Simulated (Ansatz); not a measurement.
Here is an unrelaxed guess for Zn5CdS6.

```
CELL_PARAMETERS angstrom
6.65224 0.00000 0.00000
-3.32612 5.76100 0.00000
0.00000 0.00000 6.23484
ATOMIC_POSITIONS crystal
Zn 0.66667 0.00000 0.00000
Zn 0.33333 0.33333 0.00000
Zn 0.00000 0.66667 0.00000
Zn 0.66667 0.33333 0.50000
Zn 0.33333 0.66667 0.50000
Cd 0.00000 0.00000 0.50000
S 0.66667 0.00000 0.37500
S 0.33333 0.33333 0.37500
S 0.00000 0.66667 0.37500
S 0.00000 0.00000 0.87500
S 0.66667 0.33333 0.87500
S 0.33333 0.66667 0.87500
```

These are results of Ansatz 0.2.0, DFT PBE, scalar-relativistic, plane waves, PAW, not measurements. Settings: cutoff 420 eV, Γ-centred mesh 3×3×4 on the computed 12-atom cell, Gaussian smearing of 0.10 eV; no spin polarisation.

Formation energies are uncorrected and refer to the elements' standard structures at the same level.

Problem. Estimate its pressure, forces and energy as it stands.

Solution. The pressure is 5.1 GPa (the mean over three directions, positive in compression), the largest force is 1.97 eV/Å, and the energy is −0.73 eV/atom against the elements. The shortest distance is 2.34 Å.

Problem. Is it a good guess?

Solution. A fair one: relaxing gains about 0.06 eV/atom in 8 ionic steps and ends at −0.787 eV/atom on the finer mesh. The symmetry stays P31m (No. 157). The volume per atom grows by 5.7 %, from 19.9 to 21.1 Å³. The shortest distance goes from 2.34 Å (Cd–S and Zn–S) to 2.34 Å (Zn–S). Conventional cell: a = 6.758 Å, c = 6.387 Å. Zn on a site of symmetry m has 4 S at 2.36–2.38 Å; Cd has 4 S at 2.54–2.56 Å; S on a site of symmetry m has 3 Zn at 2.34–2.36 Å and 1 Cd at 2.54 Å; 3 more sites not described.

The last run used a 6×6×4 mesh (in the run's order of axes) for its 12-atom cell and Gaussian smearing of 0.02 eV. The reference form of S is held partly by dispersion forces, which this level lacks. The relaxation can't lower the symmetry of the start, and the grade says only how near the guess is to its own end. A later test with randomly moved atoms came back to the same energy, though modes that don't fit the test's cell weren't probed.
